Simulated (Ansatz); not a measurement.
Relaxed-ion elastic tensor of TiS2 (CdI2 type, P-3m1) in GPa (Voigt order), plane-wave PAW PBEsol (Ansatz code); density 3.39 g/cm³, 18.27 Å³ per atom.

```tsv
	1	2	3	4	5	6
1	140	26.7	7.5	3.0	0.0	0.0
2	26.7	140	7.5	-3.0	0.0	0.0
3	7.5	7.5	30.9	0.0	0.0	0.0
4	3.0	-3.0	0.0	13.9	0.0	0.0
5	0.0	0.0	0.0	0.0	13.9	3.0
6	0.0	0.0	0.0	0.0	3.0	56.8
```

Is the crystal mechanically stable?

Yes: the smallest eigenvalue of C is 13.7 GPa.

Work out the Voigt, Reuss and Hill averages.

K_V = 43.9, K_R = 25.4, K_H = 34.6; G_V = 34.9, G_R = 21.4, G_H = 28.1 GPa.

Give Young's modulus, Poisson's ratio, Pugh's ratio and the universal anisotropy index.

E = 9KG/(3K + G) = 66.4 GPa; ν = 0.18; K/G = 1.23 (brittle by the Pugh limit of 1.75); A_U = 5G_V/G_R + K_V/K_R − 6 = 3.88.

Estimate the sound speeds and the Debye temperature.

v_l = √((K + 4G/3)/ρ) = 4610 m/s, v_t = √(G/ρ) = 2880 m/s, mean 3170 m/s; Θ = (h/k)(3n/4πV)^(1/3) v_m = 359 K.

Solve the Christoffel equation for the three sound speeds along x, y, z.

Eigenvalues of C_ijkl n_j n_l equal ρv². In km/s, slowest first: x 2.01, 4.10, 6.43; y 2.02, 4.09, 6.43; z 2.02, 2.02, 3.02.

How much does each axis shrink under pressure?

Linear compressibilities β_i = Σ_j S_ij (j = 1 to 3): x 4.6, y 4.6, z 30 per TPa.

The PBEsol relaxation kept the symmetry of its start; of distortions, only those at the zone centre were tested. The workflow began spin-polarised and lost its moments. A crystal of weakly bound layers computed without a dispersion correction: the cell and the soft elastic constants depend strongly on that. As this level gives no gap, shear constants depend on the k-mesh and smearing (Fermi–Dirac, 0.1 eV here).

Potentials: the later of the program's two PAW sets.
